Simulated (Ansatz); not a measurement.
# ScPd₃N: computed property card

ScPd3N:
```xyz
5
Lattice="4.1774 0.0000 0.0000 0.0000 4.1774 0.0000 0.0000 0.0000 4.1774" Properties=species:S:1:pos:R:3 pbc="T T T"
Sc     0.0000     0.0000     0.0000
Pd     0.0000     2.0887     2.0887
Pd     2.0887     0.0000     2.0887
Pd     2.0887     2.0887     0.0000
N      2.0887     2.0887     2.0887
```

Space group Pm-3m (No. 221), anti-perovskite; conventional cell a = b = c = 4.177 Å, α = β = γ = 90.00°.

Method: the program Ansatz at the r²SCAN level (PAW). Geometry: relaxed at this level of theory. Other levels are named where they apply.

Cell and energy:

| Quantity | Value |
|---|---|
| Volume per atom | 14.58 Å³ |
| Density | 8.62 g/cm³ |
| Formation energy from the elements (no fitted shifts) | -0.26 eV/atom |

Electronic structure:

| Property | Value |
|---|---|
| Electronic character | metallic (no gap) |
| Density of states at the Fermi level | 0.33 states/eV per atom (mean over ±0.08 eV) |
| Gap with spin–orbit coupling | none (metallic) |

Mechanics:

| Item | Value |
|---|---|
| Bulk modulus (Birch–Murnaghan fit) | 173 GPa |
| Pressure derivative B′ | 4.9 |

Charges:

| Item | Result |
|---|---|
| Bader charges | Sc +1.71, Pd -0.23, N -1.02 e |

The start of the workflow was typed in or built on a structure type; neither database checked (COD, Materials Project) lists it. Whether it is the stable phase at ambient conditions was not checked. Symmetry was held in the r²SCAN relaxation; its stability against distortions is not shown here. The run is not spin-polarised. The references are the lowest solids computed at this level, not always the standard phases (solids in place of the gases). Scalar-relativistic: spin–orbit coupling is off unless named, which matters more the heavier the elements.

Potentials: the later of the program's two PAW sets.
